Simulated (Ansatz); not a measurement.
**Profile along the O–Mg line in MgO (rock salt)**

MgO (rock salt)

```yaml
crystal:
  lattice:
    - [0.00000, 2.12687, 2.12687]
    - [2.12687, 0.00000, 2.12687]
    - [2.12687, 2.12687, 0.00000]
  atoms:
    - { symbol: O, position: [0.00000, 0.00000, 0.00000] }
    - { symbol: Mg, position: [0.50000, 0.50000, 0.50000] }
```

Fields along a shortest O–Mg line of a {110} plane (2.13 Å), from O to Mg, interpolated on the slice's grid (step about 0.2 Å). Method: PBE (plane waves to 420 eV, PAW, scalar-relativistic; Ansatz, a program for electronic structure). k mesh 13×13×13. Inside the PAW spheres the values are not all-electron values, and peaks at nuclei hang on which shells count as valence. MgO was relaxed with its symmetry unable to fall.

```csv
distance from O (Å),valence electron density (e/Å³),electron localisation function
0.00,7.64,x
0.11,7.42,x
0.21,6.73,x
0.32,5.57,x
0.43,4.10,0.75
0.53,2.69,0.82
0.64,1.66,0.83
0.75,1.04,0.82
0.85,0.67,0.77
0.96,0.45,0.60
1.06,0.32,0.32
1.17,0.26,0.11
1.28,0.26,0.06
1.38,0.42,0.11
1.49,1.16,0.27
1.60,3.36,0.40
1.70,7.88,0.42
1.81,14.76,x
1.92,22.62,x
2.02,28.98,x
2.13,31.43,x
```

x: too close to a nucleus for the ELF to mean much.

Density on the O–Mg line (2.13 Å) at its density minimum, 1.2 Å from O: 0.25 e/Å³. ELF at that point: 0.06. Character of the O–Mg contact (rough rule: ELF there above 0.7 covalent, below 0.2 ionic, polar between): closed-shell (ionic).
